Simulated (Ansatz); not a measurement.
Cs (bcc (W type), space group No. 229), a = b = c = 6.2430 Å, α = β = γ = 90.00°; the cell used has 1 atom.

Relaxed with r²SCAN+D4.

### Question
Which orbitals make up the states near the Fermi level in plane-wave PAW r²SCAN+D4 (Ansatz code)?

### Answer
Within 0.5 eV of the Fermi level: Cs 6s 82 %, outside the projected shells 18 %. Projections are on Löwdin-orthogonalised atomic valence shells; empty p or d shells of many metals are not among them.

### Question
Tabulate the density of states.

### Answer
States/eV per cell of 1 atom, in 0.25 eV bins, energy from the Fermi level.

| E (eV) | total | Cs 6s | Cs 5p |
|---|---|---|---|
| -7.85 | 0.00 | 0.00 | 0.00 |
| -7.60 | 0.00 | 0.00 | 0.00 |
| -7.35 | 0.00 | 0.00 | 0.00 |
| -7.10 | 0.00 | 0.00 | 0.00 |
| -6.85 | 0.00 | 0.00 | 0.00 |
| -6.60 | 0.00 | 0.00 | 0.00 |
| -6.35 | 0.00 | 0.00 | 0.00 |
| -6.10 | 0.00 | 0.00 | 0.00 |
| -5.85 | 0.00 | 0.00 | 0.00 |
| -5.60 | 0.00 | 0.00 | 0.00 |
| -5.35 | 0.00 | 0.00 | 0.00 |
| -5.10 | 0.00 | 0.00 | 0.00 |
| -4.85 | 0.00 | 0.00 | 0.00 |
| -4.60 | 0.00 | 0.00 | 0.00 |
| -4.35 | 0.00 | 0.00 | 0.00 |
| -4.10 | 0.00 | 0.00 | 0.00 |
| -3.85 | 0.00 | 0.00 | 0.00 |
| -3.60 | 0.00 | 0.00 | 0.00 |
| -3.35 | 0.00 | 0.00 | 0.00 |
| -3.10 | 0.00 | 0.00 | 0.00 |
| -2.85 | 0.00 | 0.00 | 0.00 |
| -2.60 | 0.00 | 0.00 | 0.00 |
| -2.35 | 0.00 | 0.00 | 0.00 |
| -2.10 | 0.00 | 0.00 | 0.00 |
| -1.85 | 0.00 | 0.00 | 0.00 |
| -1.60 | 0.15 | 0.15 | 0.00 |
| -1.35 | 0.31 | 0.31 | 0.00 |
| -1.10 | 0.44 | 0.43 | 0.01 |
| -0.85 | 0.56 | 0.54 | 0.01 |
| -0.60 | 0.69 | 0.66 | 0.01 |
| -0.35 | 0.84 | 0.79 | 0.01 |
| -0.10 | 1.06 | 0.94 | 0.01 |
| 0.15 | 1.42 | 1.17 | 0.01 |
| 0.40 | 1.32 | 0.88 | 0.01 |
| 0.65 | 1.46 | 0.38 | 0.00 |
| 0.90 | 3.20 | 0.09 | 0.00 |
| 1.15 | 2.10 | 0.07 | 0.00 |
| 1.40 | 1.99 | 0.09 | 0.00 |
| 1.65 | 2.15 | 0.10 | 0.00 |
| 1.90 | 2.70 | 0.11 | 0.00 |
| 2.15 | 2.08 | 0.13 | 0.00 |
| 2.40 | 1.45 | 0.09 | 0.00 |
| 2.65 | 1.62 | 0.06 | 0.00 |
| 2.90 | 1.79 | 0.07 | 0.00 |
| 3.15 | 2.44 | 0.11 | 0.00 |
| 3.40 | 3.90 | 0.17 | 0.00 |
| 3.65 | 3.53 | 0.06 | 0.00 |
| 3.90 | 4.84 | 0.04 | 0.00 |
| 4.15 | 2.97 | 0.03 | 0.00 |
| 4.40 | 1.74 | 0.05 | 0.00 |
| 4.65 | 1.32 | 0.03 | 0.00 |

Space group Im-3m (bcc (W type)). Symmetry was held in the r²SCAN+D4 relaxation. The pairwise dispersion correction was not fitted to metals. Scalar-relativistic: spin–orbit coupling is off unless named, which matters more the heavier the elements.

Potentials: the earlier of the program's two PAW sets.
